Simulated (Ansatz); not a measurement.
MgCu2 (cubic Laves (MgCu2 type), space group No. 227) at seven volumes, r²SCAN in the plane-wave PAW code Ansatz, scaled uniformly. One row is withheld.

| V (Å³/atom) | P (GPa) |
|---|---|
| 12.778 | 12.16 |
| 13.199 | 7.40 |
| 13.620 | 3.39 |
| 14.042 | 0.00 |
| 14.463 | -2.86 |
| 14.884 | -5.28 |
| 15.305 | ? |

**Question.** Fit the shown pressures and predict the withheld one.

**Answer.** P = (3/2)B₀(x^(7/2) − x^(5/2))[1 + (3/4)(B′ − 4)(x − 1)] with x = (V₀/V)^(2/3). Least squares on the six rows gives V₀ = 14.042 Å³/atom, B₀ = 104 GPa, B′ = 4.62. At V = 15.305, x = 0.9442 and P = -7.35 GPa. The run itself gave -7.32 GPa.

Space group Fd-3m (cubic Laves (MgCu2 type)). The cell is a constructed one: a structure type filled with these elements; the Crystallography Open Database files this formula in space group No. 227, but the cells were not matched. Its standing as an ambient phase is unchecked. The cell was relaxed with r²SCAN under the symmetry of its start; whether a distortion lowers the energy is not shown. The run is not spin-polarised.

Potentials: the later of the program's two PAW sets.
